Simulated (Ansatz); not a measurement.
AlGa₃N₄ in space group Pm (No. 6; Pearson symbol mP8), the program Ansatz at the LDA level (PAW), all energies at zero smearing, with the estimated change up to a 700 eV cutoff added, with one set of potentials and settings (totals compare only within such a set). Cell of 8 atoms (1 Al, 3 Ga, 4 N): -13136.147 eV.

```
element                reference phase  E (eV/atom)
-------  -----------------------------  -----------
Al          Fm-3m, 1 atoms in the cell    -512.8755
Ga           Cmce, 4 atoms in the cell   -3706.9815
N        P4_2/mnm, 4 atoms in the cell    -373.6497
```

Formation energy per atom, worked out: (-13136.147 − 1×(-512.8755) − 3×(-3706.9815) − 4×(-373.6497))/8 = -0.966 eV/atom (-93 kJ per mol of atoms), at 0 K, without zero-point energy or fitted corrections.

The first step of the workflow began from a Materials Project structure, measured or hypothetical; the Crystallography Open Database copy checked does not list it. With Al and Ga taken as one species the cell has the higher symmetry P6_3mc, so it may be an ordered model of a mixed-site phase. Whether it is the stable phase at ambient conditions was not checked. The LDA relaxation kept the symmetry of its start; phonons on a q-mesh show no instability. The references are the lowest solids computed at this level, not always the standard phases (solids in place of the gases).

Potentials: the later of the program's two PAW sets.
